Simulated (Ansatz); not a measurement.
AlMo$_{4}$S$_{8}$:
```cif
data_Al4Mo16S32
_chemical_formula_sum 'Al4 Mo16 S32'
_space_group_name_H-M_alt 'F-43m'
_space_group_IT_number 216
_space_group_name_Hall 'F -4 2 3'
_cell_length_a 9.59108
_cell_length_b 9.59108
_cell_length_c 9.59108
_cell_angle_alpha 90.000
_cell_angle_beta 90.000
_cell_angle_gamma 90.000
loop_
_atom_site_label
_atom_site_type_symbol
_atom_site_symmetry_multiplicity
_atom_site_Wyckoff_symbol
_atom_site_fract_x
_atom_site_fract_y
_atom_site_fract_z
_atom_site_occupancy
Al1 Al 4 d 0.75000 0.75000 0.75000 1
Mo1 Mo 16 e 0.14705 0.14705 0.14705 1
S1 S 16 e 0.38527 0.38527 0.38527 1
S2 S 16 e 0.88540 0.88540 0.88540 1
```
(The calculation used a cell of 13 atoms; values per cell refer to that cell.)

This is the LDA-relaxed structure.

### Question
All from plane-wave PAW LDA (Ansatz code), unless another level is named. Give the electronic character.

### Answer
metallic (no gap).

### Question
Give the formation energy from the elements (no fitted shifts).

### Answer
-0.98 eV/atom.

### Question
And the density of states at the Fermi level?

### Answer
1.2 states/eV per atom (mean over ±0.08 eV).

The workflow started from a Materials Project entry (that database holds measured and hypothetical structures alike); the Crystallography Open Database files this formula in space group No. 216, but the cells were not matched. Its standing as an ambient phase is unchecked. Symmetry was held in the LDA relaxation; of distortions, only those at the zone centre were tested. No spin polarisation was allowed. With an odd number of electrons in the cell and no spin polarisation, the count alone makes it a metal. The references are the lowest solids computed at this level, not always the standard phases. Spin–orbit coupling is left out wherever it is not named.

Potentials: the later of the program's two PAW sets.
